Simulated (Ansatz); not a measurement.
Sn2PbS3 (P1) at 2 levels of theory

One geometry, relaxed with PBE; plane waves with PAW potentials in Ansatz, scalar-relativistic. No spin polarisation. Gaps are the least over mesh and band path; pressure is positive in compression.

```yaml
crystal:
  lattice:
    - [5.97063, 0.00157, 0.00994]
    - [0.00841, 6.09744, -0.02003]
    - [2.73652, 0.10037, 8.94074]
  atoms:
    - { symbol: Sn, position: [0.63896, 0.01707, 0.67786] }
    - { symbol: Sn, position: [0.13945, 0.48420, 0.67597] }
    - { symbol: Sn, position: [0.31223, 0.02223, 0.34670] }
    - { symbol: Sn, position: [0.81267, 0.47693, 0.34503] }
    - { symbol: Pb, position: [0.98994, 0.01046, 0.00714] }
    - { symbol: Pb, position: [0.49057, 0.48960, 0.00564] }
    - { symbol: S, position: [0.86726, 0.04730, 0.32852] }
    - { symbol: S, position: [0.36768, 0.45172, 0.32613] }
    - { symbol: S, position: [0.50419, 0.01505, 0.98628] }
    - { symbol: S, position: [0.00470, 0.48426, 0.98348] }
    - { symbol: S, position: [0.18611, 0.04956, 0.65982] }
    - { symbol: S, position: [0.68624, 0.45164, 0.65742] }
```

```tsv
level	cutoff (eV)	k mesh	gap (eV)	pressure (GPa)
PBE	420	6×6×4	0.81	0.0
```

Q: What comes out on the same cell with PBEsol?

A:
```json
{"level": "PBEsol", "cutoff (eV)": "420", "k mesh": "6×6×4", "gap (eV)": "0.71", "pressure (GPa)": "-2.7"}
```

Spin-orbit coupling matters for the bands of heavy elements and is left out.

It was reached by relaxing an invented guess, and it needn't be the stable form of this composition.
